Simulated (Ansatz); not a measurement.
## Computed scan of one atom of the cell: Te (trigonal-Te type, space group P3_121)

Te (trigonal-Te type, space group P3_121)

```yaml
crystal:
  lattice:
    - [4.62355, 0.00000, 0.00000]
    - [-2.31177, 4.00411, 0.00000]
    - [0.00000, 0.00000, 5.90437]
  atoms:
    - { symbol: Te, position: [0.25344, 0.00000, 0.33333] }
    - { symbol: Te, position: [0.00000, 0.25344, 0.66667] }
    - { symbol: Te, position: [0.74656, 0.74656, 0.00000] }
```

In this cell atom 2 (Te, nearest neighbour Te at 2.827 Å; its periodic images, 4.6 Å or more away, move with it) is moved by s towards the nearest neighbour, unit vector (0.622, -0.359, -0.696); all other atoms and the cell stay fixed.

Computed with r2SCAN (plane waves to 500 eV, PAW, scalar-relativistic; Ansatz, a quantum-chemistry and plane-wave program). k mesh 7×7×5 (Γ-centred), Fermi-Dirac smearing 0.05 eV. E stands for the smeared free energy. Compression counts positive. Left out: 1 of 11 points, with atoms too close for the PAW data. As the smearing reaches across the gap at some points, energies and forces of such displacements shift with the k mesh and the smearing. F∥ is the force on the atom along that direction. F⊥ is the part of the force across the line. Spin-orbit coupling is left out, though Te is heavy. Te was relaxed with its symmetry unable to fall. The PAW data are Ansatz's earlier set. The zero of ΔE is the undisplaced structure.

```
s (Å)   ΔE (eV/cell)  P (GPa)  |F⊥| (eV/Å)  F∥ (eV/Å)
------  ------------  -------  -----------  ---------
-0.850         0.687      1.2        1.160      1.344
-0.680         0.491      0.0        0.921      1.011
-0.510         0.331     -0.6        0.654      0.884
-0.340         0.188     -0.9        0.408      0.813
-0.170         0.060     -0.7        0.191      0.624
0.000          0.000      0.0        0.001      0.001
0.170          0.096      1.5        0.152     -1.265
0.340          0.493      4.3        0.263     -3.652
0.510          1.452      9.3        0.356     -8.077
0.680          3.448     17.5        0.457    -16.228
```

Read from the data:

The energy at s = 0.680 Å is 3448 meV/cell, the force along the line at s = -0.850 Å is 1.34 eV/Å and the force constant k = d²E/ds² at s = 0 (finite differences) is 5.22 eV/Å². Symmetry of the curve: not even: the positive side lies higher at ±0.680 Å. Shape of the curve: a single well with its minimum at or next to zero displacement. Harmonic estimate at the end of the scan: ½ks² = 1207 meV/cell against the computed 3448 meV/cell, so the well is stiffer than harmonic there.

(A displaced cell: forces are minus the slopes of the energy, force constants its curvatures, and phonons follow from these.)
